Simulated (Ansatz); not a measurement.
input.yaml (Ansatz)

```yaml
crystal:
  lattice:
    - [3.2986088796, 0.0, 0.0]
    - [0.0, 3.2986088796, 0.0]
    - [0.0, 0.0, 3.2986088796]
  atoms:
    - { symbol: La, position: [0.0, 0.0, 0.0] }
hamiltonian:
  xc: r2scan
  pseudopotentials:
    kind: paw
    azcp:
      La: "pseudopotentials/La.paw.azcp"
basis:
  ecutwfc: 500
  fft_grid_basis: typed
kpoints:
  mp_grid: { grid: [11, 11, 11], shift: [0, 0, 0] }
magnetization:
  spin_polarized: false
scf:
  occupations: { method: fermi_dirac, width: 0.1 }
  lower_state_search: "off"
output:
  stress: true
```

Output

```
Engine: ansatz 0.2.0, x86_64-unknown-linux-gnu
Pseudopotentials: kind: paw
Pseudopotential: La, paw, valence charge 11, recommended cutoff 500 eV (meta_gga) 
Functional definition: r2SCAN
  parameter k0 = 0.174
  parameter k1 = 0.065
  parameter a1 = 4.9479
  exchange = r2scan_x(k0 = k0, k1 = k1, a1 = a1)
  correlation = r2scan_c
Crystal: 1 atoms, lattice volume = 35.892 Å³
Basis set: ecut = 500 eV, 925 PW (Γ), exchange–correlation on 100×100×100 points (64 copies of the dense FFT grid, shifted against one another)
Bands: 10, of which v1, the nominal top of the filled ones, is band 6 counted from 1 (5 counted from 0)
Symmetry: 48 space group operations
Space group: Pm-3m (ITA 221), of the structure as read, at distance tolerance 3.3e-5 Å
k-points: 56 of 1331
Non-local potential: La, projectors of the file, l = 0: 3, l = 1: 2, l = 2: 2, l = 3: 3
PAW form: soft (Blöchl's): semilocal exchange-correlation on the pseudo side does not see the compensation charge
PAW frozen core: La, regenerated for the run's functional (the file was generated under x = pbe(κ = 0.804, μ = 0.2195149727645171), c = pbe(β = 0.06672455060314922))
PAW one-centre angular grid: La, 974 points (default); XC on 160 Gauss nodes
Initial density: superposition of atomic densities (neutral atoms: chi_scale 0, normalization atom), corrected by the library's trained network
Initial wavefunctions: pseudopotential atomic-orbital guess
Functional: x = r2scan, c = r2scan; τ floored in thin density (d = 2e-4 eV/Å³)
SCF iter   1: F=-6264.227842 eV  HF=-6264.167898 eV  |F-HF|=5.99e-2  |Δ(HF+E_count)|=         —  Δρ=8.66e-3  dr2=3.31e-2  dr2_τ=4.37e-3  ethr=1.77e-3  ⟨swp⟩=3.7  Hψ=2775  notcnv=0
SCF iter   2: F=-6264.245823 eV  HF=-6264.249580 eV  |F-HF|=3.76e-3  |Δ(HF+E_count)|=   8.17e-2  Δρ=4.42e-3  dr2=9.36e-3  dr2_τ=2.90e-4  ethr=3.01e-4  ⟨swp⟩=2.0  Hψ=1502  notcnv=0
SCF iter   3: F=-6264.248729 eV  HF=-6264.248577 eV  |F-HF|=1.52e-4  |Δ(HF+E_count)|=   1.00e-3  Δρ=3.98e-4  dr2=3.79e-5  dr2_τ=1.05e-5  ethr=8.51e-5  ⟨swp⟩=2.2  Hψ=1108  notcnv=0
SCF iter   4: F=-6264.248737 eV  HF=-6264.248727 eV  |F-HF|=9.98e-6  |Δ(HF+E_count)|=   1.50e-4  Δρ=1.63e-4  dr2=8.78e-6  dr2_τ=1.17e-7  ethr=3.44e-7  ⟨swp⟩=2.0  Hψ=929  notcnv=0
SCF iter   5: F=-6264.248739 eV  HF=-6264.248738 eV  |F-HF|=1.04e-6  |Δ(HF+E_count)|=   1.07e-5  Δρ=5.37e-5  dr2=9.31e-7  dr2_τ=1.09e-8  ethr=7.98e-8  ⟨swp⟩=3.0  Hψ=939  notcnv=0
SCF iter   6: F=-6264.248739 eV  HF=-6264.248739 eV  |F-HF|=1.73e-8  |Δ(HF+E_count)|=   1.22e-6  Δρ=7.70e-6  dr2=3.69e-8  dr2_τ=6.00e-10  ethr=9.09e-10  ⟨swp⟩=5.0  Hψ=2078  notcnv=0
SCF 1 converged in 6 iterations: F = -6264.248739 eV  dr2 = 3.69e-8
SCF converged after 6 iterations
Free energy (F): -6264.248739 eV
Harris-Foulkes:  -6264.248739 eV  (|F-HF|=1.73e-8)
Internal energy: -6264.184629 eV  (E = F + TS)
E sigma→0 (E₀):  -6264.216684 eV
Entropy (-TS):   -0.064110 eV (-64.110 meV/atom)
Fermi energy:    11.489849 eV
--- Per-component energies (eV) ---
  E_band       = -48.773397
  E_kinetic    = 194.722817
  E_local      = -344.507223  (includes V_loc(G=0)·N_el)
  E_nonlocal   = 93.373333
  E_hartree    = 111.169178
  E_xc         = -132.453872
  E_vxc        = -161.022985  (∫ρ·V_xc dr)
  E_paw        = -5437.213394  (= ΣΔE_a)
  E_vpaw       = -62.016900  (= ΣTr[D̂ρ^β])
  E_aug_tail   = 0.000000  (compensation charges beyond the density's cutoff)
  E_vtau       = 8.335584  (kinetic-family band-sum trace: ∫τ·v_τ [+ j·A + Jᵃ·Aᵃ] dr)
  E_ewald      = -749.343981
  E_core_change = 0.068512  (= ΣΔE_core)
  E_smearing   = -0.064110  (= −TS)
  E_closure    = 0.000000  (closes the sum)
  Σ components = -6264.248739   (vs F -6264.248739, Δ=0.00e0)
--- Stress (GPa, compression-positive) ---
       -0.055281       0.000000       0.000000
        0.000000      -0.055281       0.000000
        0.000000       0.000000      -0.055281
  P = ⅓ Tr σ = -0.0553 GPa (-0.553 kbar)
```

Launched by

```sh
ansatz run input.yaml --threads 1 --pin off --max-ram 3584MiB --backend cpu --events-out ev --progress --plain --runs-dir out
```

On 1 thread of Intel(R) Xeon(R) Platinum 8259CL CPU @ 2.50GHz (Skylake/Cascade Lake) (shared host) this took about 4.2 s of wall time and 4.2 s of CPU time.
